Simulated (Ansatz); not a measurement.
SnTe, DFT, LDA, all-electron LAPW, scalar-relativistic (Ansatz 0.2.0), run on 1 thread of Arm Neoverse V2 on a shared host.

The cell is COD entry 9008726, as deposited and not checked against the literature; nothing was relaxed. The listed cell was then made from it by scaling, straining or moving an atom.

Command: `ansatz run input.yaml --threads 1 --pin off --max-ram 3072MiB --backend cpu --events-out ev --progress --plain --runs-dir out`

```yaml
crystal:
  lattice:
    - [0.0, 3.1029896626, 3.1029896626]
    - [3.1029896626, 0.0, 3.1029896626]
    - [3.1029896626, 3.1029896626, 0.0]
  atoms:
    - { symbol: Sn, position: [0.0, 0.0, 0.0] }
    - { symbol: Te, position: [0.5, 0.5, 0.5] }
kpoints:
  mp_grid: { grid: [11, 11, 11] }
scf:
  occupations: { method: fermi_dirac, width: 0.08 }
hamiltonian:
  xc: lda
  pseudopotentials: { kind: all_electron, lapw: { basis_error: 0.00025 } }
output:
  forces: true
  stress: true
  eigenvalues: true
```

How large is the problem that the program sets up?

56 irreducible k-points, 459 plane waves at Γ, 28 bands.

About how long does it take, and how much memory does it use?

18 s of wall time for 7 SCF iterations, with a peak of 0.43 GiB. Times on shared machines scatter by tens of per cent.

And the same cell and mesh by frozen-core PAW, asked for forces, stress, eigenvalues, efg, on the same hardware?

4.6 s, peak memory 0.4 GiB.

And the same cell and mesh by crystal-made all-electron datasets, asked for forces, stress, eigenvalues, efg, on the same hardware?

6.9 s, peak memory 0.5 GiB.
